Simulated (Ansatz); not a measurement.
Level of theory: DFT PBE, scalar-relativistic, plane waves, PAW (Ansatz). All cells share a 420 eV cutoff and Γ-centred k meshes spaced at most about 0.3 Å⁻¹ (about 0.25 or finer for metals, 2π included). No spin polarisation in the final relaxations.

Temperature and zero-point effects are left out.

Two forms of SnS3 were relaxed alike.

A. Space group Pm-3m (No. 221), cubic, a = 4.281 Å. Sn is surrounded by 12 S at 3.03 Å; S is surrounded by 4 Sn at 3.03 Å and 8 S at 3.03 Å.

B. Space group I4/mmm (No. 139), tetragonal, a = 3.673 Å, c = 12.998 Å. Sn has 4 S at 2.60 Å; S on a site of symmetry -4m2 is surrounded by 4 S at 2.60 Å; S on a site of symmetry 4/mmm has 4 Sn at 2.60 Å.

Question: Which form is favoured at zero pressure, and by what margin per atom?

Answer: B is lower, by 0.38 eV/atom. A has Sn and S ordered on fcc sites, space group Pm-3m (No. 221), 19.6 Å³/atom and no gap on its mesh; B has space group I4/mmm (No. 139), 21.9 Å³/atom and no gap. Counting S atoms around Sn (those within 1.25 times the shortest such distance or 1.15 times the sum of covalent radii, 1.27 where that leaves under three; the shortest distance is added where it exceeds 1.18 times the sum of covalent radii), A has Sn 12 from 3.0 Å and B has Sn 4. Even the lower one lies +0.26 eV/atom against the reference forms of the elements (uncorrected), so neither is stable at this level. Both come from invented guesses.

No dispersion correction is applied, so the spacing and binding between layers, chains or molecules are poorly described (I4/mmm), and this can change margins and order among such cells. Cells relaxed within their symmetry can be saddle points.
